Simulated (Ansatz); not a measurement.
**Sr$_{3}$Hg under strains and displacements**

Computed with DFT PBEsol, scalar-relativistic, plane waves, PAW (Ansatz 0.2.0).

Plane waves to 420 eV, a k mesh through Γ of 8×8×8 on the computed 4-atom cell and Gaussian smearing (0.10 eV); no spin polarisation.

Reference cell:

```yaml
crystal:
  lattice:
    - [5.51300, 0.00000, 0.00000]
    - [0.00000, 5.51300, 0.00000]
    - [0.00000, 0.00000, 5.51300]
  atoms:
    - { symbol: Sr, position: [0.50000, 0.50000, 0.00000] }
    - { symbol: Sr, position: [0.50000, 0.00000, 0.50000] }
    - { symbol: Sr, position: [0.00000, 0.50000, 0.50000] }
    - { symbol: Hg, position: [0.00000, 0.00000, 0.00000] }
```

Each variant moves atoms of this cell by the vectors given, if any (Å), and then applies a symmetric strain (tensor components, Cartesian axes). The reference cell isn't relaxed at this level. Energies are per atom at zero smearing, counted from the lowest variant. Pressure is positive in compression.

1. strain (xx yy zz yz xz xy, %) -3.50 -3.50 -3.50 0.00 0.00 0.00
2. strain (xx yy zz yz xz xy, %) -1.22 -1.22 -1.22 0.00 0.00 0.00
3. strain (xx yy zz yz xz xy, %) 2.99 2.99 2.99 0.00 0.00 0.00
4. strain (xx yy zz yz xz xy, %) 0.00 1.27 1.73 -0.02 -0.36 0.26; moves: Sr1 (0.001, 0.000, 0.006); Sr2 (0.024, 0.008, -0.001); Sr3 (0.011, -0.031, -0.003); Hg4 (-0.036, 0.023, -0.002)
5. strain (xx yy zz yz xz xy, %) -0.75 -0.75 -0.75 0.00 0.00 0.00
6. no strain; moves: Sr3 (0.010, -0.003, 0.044)

```csv
result,ΔE (meV/atom),P (GPa),largest force (eV/Å)
A,49.9,-1.97,0.00
B,2.8,-0.68,0.00
C,5.6,-0.87,0.00
D,0.0,0.41,0.00
E,22.0,-1.46,0.07
F,11.8,-1.14,0.08
```

Q: Which variant gave which result?

A: A is 3, B is 2, C is 5, D is 1, E is 4, F is 6. The pressure falls as the cell grows: from the smallest volume to the largest the variants are 1, 2, 5, 6, 4, 3.

Spin–orbit coupling is left out, which can shift energies with elements as heavy as these.